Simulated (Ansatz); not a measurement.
A plane-wave DFT run in Ansatz 0.2.0 (scalar-relativistic PAW potentials unless the input names others): input and command.

```yaml
crystal:
  lattice:
    - [4.8777772461, 0.0, 0.0]
    - [0.0, 4.8777772461, 0.0]
    - [0.0, 0.0, 4.8777772461]
  atoms:
    - { symbol: Sn, position: [0.5, 0.5, 0.0] }
    - { symbol: Sn, position: [0.5, 0.0, 0.5] }
    - { symbol: Sn, position: [0.0, 0.5, 0.5] }
    - { symbol: Te, position: [0.0, 0.0, 0.0] }
basis:
  ecutwfc: "500 eV"
kpoints:
  mp_grid: { grid: [10, 10, 10] }
hamiltonian:
  xc: pbe
scf:
  occupations: { method: methfessel_paxton, width: 0.1 }
output:
  forces: true
  eigenvalues: true
  stress: true
```

```bash
ansatz run input.yaml --threads 1 --pin off --max-ram 2560MiB --backend cpu --events-out ev --progress --plain --runs-dir out
```

Abridged log:
```
Pseudopotentials: kind: paw
Pseudopotential: Sn, paw, valence charge 14, recommended cutoff 420 eV (normal)
Pseudopotential: Te, paw, valence charge 16, recommended cutoff 420 eV (normal)
Functional definition: PBE
Crystal: 4 atoms, lattice volume = 116.056 Å³
Basis set: ecut = 500 eV, 2945 PW (Γ), exchange–correlation on 72×72×72 points (8 copies of the dense FFT grid, shifted against one another)
Bands: 35, of which v1, the nominal top of the filled ones, is band 29 counted from 1 (28 counted from 0)
Symmetry: 48 space group operations
Space group: Pm-3m (ITA 221), of the structure as read, at distance tolerance 4.9e-5 Å
k-points: 56 of 1000
Initial density: superposition of atomic densities (neutral atoms: chi_scale 0, normalization atom), corrected by the library's trained network
Initial wavefunctions: pseudopotential atomic-orbital guess
Functional: x = pbe(κ = 0.804, μ = 0.21951497), c = pbe(β = 0.06672455)
SCF iter   1: F=—  HF=-25052.265009 eV  |F-HF|=—  |Δ(HF+E_count)|=         —  Δρ=1.63e-3  dr2=7.78e-3  ethr=1.77e-3  ⟨swp⟩=7.3  Hψ=8533  notcnv=0
SCF iter   2: F=—  HF=-25052.260984 eV  |F-HF|=—  |Δ(HF+E_count)|=   4.02e-3  S|Δr|=    0.00e0  Δρ=1.20e-3  dr2=4.08e-3  ethr=1.34e-5  ⟨swp⟩=2.1  Hψ=3647  notcnv=0
SCF iter   3: F=—  HF=-25052.260026 eV  |F-HF|=—  |Δ(HF+E_count)|=   9.58e-4  S|Δr|=    0.00e0  Δρ=5.03e-4  dr2=4.82e-4  ethr=7.03e-6  ⟨swp⟩=2.1  Hψ=2480  notcnv=0
SCF iter   4: F=—  HF=-25052.259845 eV  |F-HF|=—  |Δ(HF+E_count)|=   1.81e-4  S|Δr|=    0.00e0  Δρ=3.49e-4  dr2=1.01e-4  ethr=8.32e-7  ⟨swp⟩=2.1  Hψ=2487  notcnv=0
SCF iter   5: F=—  HF=-25052.259842 eV  |F-HF|=—  |Δ(HF+E_count)|=   2.94e-6  S|Δr|=    0.00e0  Δρ=1.83e-4  dr2=2.29e-5  ethr=1.75e-7  ⟨swp⟩=2.0  Hψ=3530  notcnv=0
SCF iter   6: F=—  HF=-25052.259832 eV  |F-HF|=—  |Δ(HF+E_count)|=   1.06e-5  S|Δr|=    0.00e0  Δρ=5.45e-5  dr2=2.31e-6  ethr=3.95e-8  ⟨swp⟩=2.0  Hψ=3131  notcnv=0
SCF iter   7: F=—  HF=-25052.259830 eV  |F-HF|=—  |Δ(HF+E_count)|=   1.47e-6  S|Δr|=    0.00e0  Δρ=1.55e-5  dr2=1.91e-7  ethr=3.99e-9  ⟨swp⟩=2.0  Hψ=3506  notcnv=0
SCF iter   8: F=-25052.259830 eV  HF=-25052.259830 eV  |F-HF|=3.46e-8  |Δ(HF+E_count)|=   1.12e-7  S|Δr|=    0.00e0  Δρ=5.78e-6  dr2=2.96e-8  ethr=1.72e-10  ⟨swp⟩=8.5  Hψ=8855  notcnv=0
SCF 1 converged in 8 iterations: F = -25052.259830 eV  dr2 = 2.96e-8
SCF converged after 8 iterations
Stability not checked: this state was not tested for a lower state beside it, because cold or Methfessel-Paxton smearing, or corrected tetrahedra, fill the levels in a way that the test cannot read (fill_not_monotonic; see scf.lower_state_search)
Free energy (F): -25052.259830 eV
Harris-Foulkes:  -25052.259830 eV  (|F-HF|=3.46e-8)
Internal energy: -25052.258733 eV  (E = F + TS)
E sigma→0 (E₀):  -25052.259556 eV
Entropy (-TS):   -0.001097 eV (-0.274 meV/atom)
Fermi energy:    10.392981 eV
--- Forces (eV/Å), atoms counted from 1 ---
  atom   1  Sn     0.00000000     0.00000000     0.00000000
  atom   2  Sn     0.00000000     0.00000000     0.00000000
  atom   3  Sn     0.00000000     0.00000000     0.00000000
  atom   4  Te     0.00000000     0.00000000     0.00000000
--- Stress (GPa, compression-positive) ---
       -0.022776       0.000000       0.000000
        0.000000      -0.022776       0.000000
        0.000000       0.000000      -0.022776
  P = ⅓ Tr σ = -0.0228 GPa (-0.228 kbar)
```

Apart from outputs, empty bands and the relaxation, which only the reference makes, the input differs from a reference run on usual settings in scf.occupations.method: "gaussian" → "methfessel_paxton"; basis.ecutwfc: 420 → "500 eV". The reference, at the same geometry, ended its own course with pressure -0.04 GPa, largest force 0.000 eV/Å, no gap on the mesh. This run converged in 8 SCF iterations with an energy at zero smearing 0.65 meV/atom below the reference's, pressure -0.02 GPa, largest force 0.000 eV/Å, no gap on the mesh.

Time: 13 s on 1 thread of Arm Neoverse V2 (shared host), peak memory 0.5 GiB.